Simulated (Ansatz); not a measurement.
MoS$_{2}$:
```yaml
crystal:
  lattice:
    - [3.17714, 0.00000, 0.00000]
    - [-1.58857, 2.75148, 0.00000]
    - [0.00000, 0.00000, 12.58084]
  atoms:
    - { symbol: Mo, position: [0.00000, 0.00000, 0.25000] }
    - { symbol: Mo, position: [0.00000, 0.00000, 0.75000] }
    - { symbol: S, position: [0.33333, 0.66667, 0.37335] }
    - { symbol: S, position: [0.66667, 0.33333, 0.62665] }
    - { symbol: S, position: [0.66667, 0.33333, 0.87335] }
    - { symbol: S, position: [0.33333, 0.66667, 0.12665] }
```

x, y and z are the axes in which the lattice vectors are written.

Question: Give the high-frequency dielectric tensor and the Born effective charge tensors of the independent atoms from DFPT, plane-wave PAW r²SCAN+D4 (Ansatz code).

Answer: 
ε∞:
```
14.6  0.00  0.00
0.00  14.6  0.00
0.00  0.00  5.48
```
Z* of atom 1 (Mo), rows: field, columns: displacement, in e:
```
-0.86   0.00   0.00
 0.00  -0.86   0.00
 0.00   0.00  -0.40
```
Z* of atom 3 (S), rows: field, columns: displacement, in e:
```
0.43  0.00  0.00
0.00  0.43  0.00
0.00  0.00  0.20
```

Static charges for comparison (Bader): Mo1 +1.32, S3 -0.66 e. Born charges measure polarisation by displacement and can exceed these by far.

Space group P6_3/mmc. The first step of the workflow began from a Materials Project structure, measured or hypothetical. Its sites differ from those of the usual phase in this space group: another stacking or structure type. The r²SCAN+D4 relaxation kept the symmetry of its start; phonons on a q-mesh show no instability. The run is not spin-polarised. Scalar-relativistic: spin–orbit coupling is off unless named, which matters more the heavier the elements.

Potentials: the earlier of the program's two PAW sets.
